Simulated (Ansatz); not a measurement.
IrW (rock salt, Fm-3m) under volume change, the program Ansatz at the PBEsol level (PAW), scaled uniformly.

```csv
V (Å³/atom),E − E(relaxed) (meV/atom),P (GPa)
15.511,136.6,31.06
16.022,57.3,18.98
16.534,[?],[?]
17.045,0.0,0.00
17.556,12.1,-7.40
18.068,46.0,-13.68
18.579,[?],[?]
```

### Question
Complete the blanks.

### Answer

- 18.579, E − E(relaxed) (meV/atom): 98.4
- 18.579, P (GPa): -18.99
- 16.534, E − E(relaxed) (meV/atom): 13.5
- 16.534, P (GPa): 8.72

### Question
What does a third-order Birch–Murnaghan fit give for V₀, B₀ and B′?

### Answer
V₀ = 17.05 Å³/atom, B₀ = 267 GPa, B′ = 4.4.

The start of the workflow was typed in or built on a structure type; neither database checked (COD, Materials Project) lists it. COD files the formula under space group No. 51. Whether it is the stable phase at ambient conditions was not checked. The cell was relaxed with PBEsol under the symmetry of its start. At this level the phase is mechanically unstable. No spin polarisation was allowed. Its formation energy is positive at this level, so the cell may be metastable or incomplete. Spin–orbit coupling is left out wherever it is not named.

Potentials: the later of the program's two PAW sets.
